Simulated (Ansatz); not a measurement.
BC₃ in space group P6/mmm (No. 191; B on 2c, C on 6l), DFT-r²SCAN+D4 in the program Ansatz with PAW potentials, all energies at zero smearing, with the estimated change up to a 700 eV cutoff added, with one set of potentials and settings (totals compare only within such a set). Cell of 8 atoms (2 B, 6 C): -1822.135 eV.

| element | reference phase | E (eV/atom) |
|---|---|---|
| B | R-3m, 12 atoms in the cell | -156.6449 |
| C | P6_3/mmc, 4 atoms in the cell | -251.7433 |

Formation energy per atom, worked out: (-1822.135 − 2×(-156.6449) − 6×(-251.7433))/8 = 0.202 eV/atom (19 kJ per mol of atoms), at 0 K, without zero-point energy or fitted corrections.

The start of the workflow was typed in or built on a structure type; neither database checked (COD, Materials Project) lists it. Whether it is the stable phase at ambient conditions was not checked. The cell was relaxed with r²SCAN+D4 under the symmetry of its start. At this level the phase is mechanically unstable. Its formation energy is positive at this level, so the cell may be metastable or incomplete. The references are the lowest solids computed at this level, not always the standard phases.

Potentials: the earlier of the program's two PAW sets. The files were generated under PBE; for other functionals the program regenerates the frozen cores, and for LDA and PBEsol the local potential too.
